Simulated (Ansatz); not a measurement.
# Phonons of BaCuGe (P-6m2)

```xyz
3
Lattice="4.2406 0.0000 0.0000 -2.1203 3.6725 0.0000 0.0000 0.0000 5.0001" Properties=species:S:1:pos:R:3 pbc="T T T"
Ba    0.0000    0.0000    0.0000
Cu    0.0000    2.4483    2.5001
Ge    2.1203    1.2242    2.5001
```

Conventional cell: a = 4.241 Å, b = 4.241 Å, c = 5.000 Å, α = 90.00°, β = 90.00°, γ = 120.00°. Ba (atom 1) has 6 Cu at 3.50 Å and 6 Ge at 3.50 Å as nearest neighbours. Cu (atom 2) has 3 Ge at 2.45 Å as nearest neighbours. Ge (atom 3) has 3 Cu at 2.45 Å as nearest neighbours.

Unless marked otherwise, the numbers come from r²SCAN, PAW on Ansatz 0.2.0's default frozen-core files (fitted under PBE), scalar-relativistic. k mesh 10×10×8, Fermi-Dirac smearing of 0.080 eV, cutoff 500 eV. The cell was relaxed by PAW under this functional. The structure is one entry of a database and needn't be the stable phase.

Atoms are displaced by 0.0025 Å in the smallest supercells that hold the wave vectors of a 2×2×2 mesh. Negative values stand for unstable modes.

(1) What are the phonon energies at the solved wave vectors, in cm⁻¹?

(2) Is the structure dynamically stable at these wave vectors?

(3) How do the optical zone-centre modes decompose, and which are active?

## Answers

(1) 

```csv
q,point,modes (cm⁻¹)
0.000 0.000 0.000,Gamma,"89.4 (×2), 108.6, 119.8, 199.4 (×2)"
0.500 0.000 0.000,M,"59.6, 71.9, 91.4, 96.9, 99.9, 105.8, 136.3, 168.6, 194.4"
0.000 0.000 0.500,A,"63.0 (×2), 63.3 (×2), 90.0, 103.2, 121.0, 198.2 (×2)"
0.500 0.000 0.500,L,"71.7, 72.4, 73.0, 90.7, 104.6, 121.0, 132.9, 172.9, 194.1"
```

(2) Yes, no mode is unstable there; wave vectors off this mesh aren't tested.

(3) Point group -6m2: Γ_opt = 2E' + 2A2''.

| label | cm⁻¹ | activity | mostly |
| --- | --- | --- | --- |
| E' | 89.4 | IR and Raman | Ba (50 %) |
| A2'' | 108.6 | IR | Cu (76 %) |
| A2'' | 119.8 | IR | Ge (61 %) |
| E' | 199.4 | IR and Raman | Ge (51 %) |

In a metal the activity is that of symmetry alone; free carriers screen the infrared modes.

Limits of these numbers: frozen-core PAW files fitted under PBE, their cores solved anew for the functional of the run; responses of metals move with mesh and smearing.
